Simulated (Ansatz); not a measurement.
GeTePt:
```
GeTePt
1.0
    6.29535     0.00000     0.00000
    0.00000     6.29535     0.00000
    0.00000     0.00000     6.29535
Ge Te Pt
4 4 4
Direct
  0.12147   0.87853   0.37853
  0.37853   0.12147   0.87853
  0.62147   0.62147   0.62147
  0.87853   0.37853   0.12147
  0.87684   0.12316   0.62316
  0.62316   0.87684   0.12316
  0.37684   0.37684   0.37684
  0.12316   0.62316   0.87684
  0.51445   0.48555   0.98555
  0.98555   0.51445   0.48555
  0.01445   0.01445   0.01445
  0.48555   0.98555   0.51445
```

Relaxed with r²SCAN. Special points in fractions of this cell's reciprocal vectors: Γ (0.000, 0.000, 0.000); X (0.000, 0.500, 0.000); M (0.500, 0.500, 0.000); R (0.500, 0.500, 0.500); X1 (0.500, 0.000, 0.000).

List the band energies nearest the valence-band maximum at these points for r²SCAN in the plane-wave PAW code Ansatz.

In eV from the valence-band maximum; about four levels below and three above (degenerate sets whole), none deeper than 8.9 eV; points with the same levels are listed once.

```csv
k,below,above
Γ,-2.30 -0.65 -0.65 -0.65,0.38 0.38 0.38
X,-1.39 -1.39 -0.77 -0.77,0.98 0.98 2.04 2.04
M,-0.76 -0.76 -0.52 -0.52,1.87 1.87 1.97 1.97
R,-0.71 -0.71 -0.71 -0.71,0.47 0.47 0.47 0.47
```

Space group P2_13. The first step of the workflow began from a Materials Project structure, measured or hypothetical; the Crystallography Open Database copy checked does not list it. Its standing as an ambient phase is unchecked. The r²SCAN relaxation kept the symmetry of its start; its stability against distortions is not shown here. No spin polarisation was allowed. Spin–orbit coupling is left out wherever it is not named.

Potentials: the earlier of the program's two PAW sets.
